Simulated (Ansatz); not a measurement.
V2NTe2, M2XT2 MXene (fcc sites)-type layer, relaxed and computed with two functionals in Ansatz (plane waves, PAW).

```json
[
 {"functional": "PBE", "a (Å)": "___", "thickness (Å)": "___"},
 {"functional": "r²SCAN+D4", "a (Å)": "3.251", "thickness (Å)": "5.79"}
]
```

Complete the blanks.


- PBE, a (Å): 3.259
- PBE, thickness (Å): 5.87

Began spin-polarised and lost the moments: V2NTe2, M2XT2 MXene (fcc sites)-type layer with PBE; V2NTe2, M2XT2 MXene (fcc sites)-type layer with r²SCAN+D4. All cells were relaxed under the symmetry of their starts (and spin orders); stability against distortions was not tested throughout. Spin–orbit coupling is left out wherever it is not named. Constructed layers (a layer type filled with these elements): V2NTe2, M2XT2 MXene (fcc sites)-type layer; V2NTe2, M2XT2 MXene (fcc sites)-type layer.

Potentials: the later of the program's two PAW sets.

Ansatz (a quantum-chemistry and plane-wave program) is a plane-wave DFT program.
